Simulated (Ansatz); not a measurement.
A scan (energy against volume; even scaling of the relaxed cell, symmetry kept) gave these values. Calculation: PBE-D3(BJ) (plane waves to 420 eV, PAW, scalar-relativistic; Ansatz, a program for electronic structure).

| Quantity | Value |
|---|---|
| Bulk modulus at fixed cell shape B₀ (third-order Birch-Murnaghan fit) | 242 GPa |
| Pressure derivative B₀′ (fit) | 3.7 |
| Equilibrium volume of the fit | 9.00 Å³/atom |

Task: Of these crystals, all scanned alike, which one is it?
A) TaS₂ (CdI2 type)
B) BN (h-BN type, space group P6_3/mmc)
C) SnSe₂ (CdI2 type)

Result: B, BN (h-BN type, space group P6_3/mmc). The others have, for the bulk modulus at fixed cell shape: TaS2 59.6 GPa, SnSe2 40.4 GPa

All were relaxed with their symmetry unable to fall. Spin-orbit coupling is left out. TaS2 is run without spin polarisation. With the shape held, the modulus is that of even scaling; a crystal free to change shape is softer.

(A scan under strain: stresses follow from slopes of the energy per volume, elastic moduli from its curvatures.)
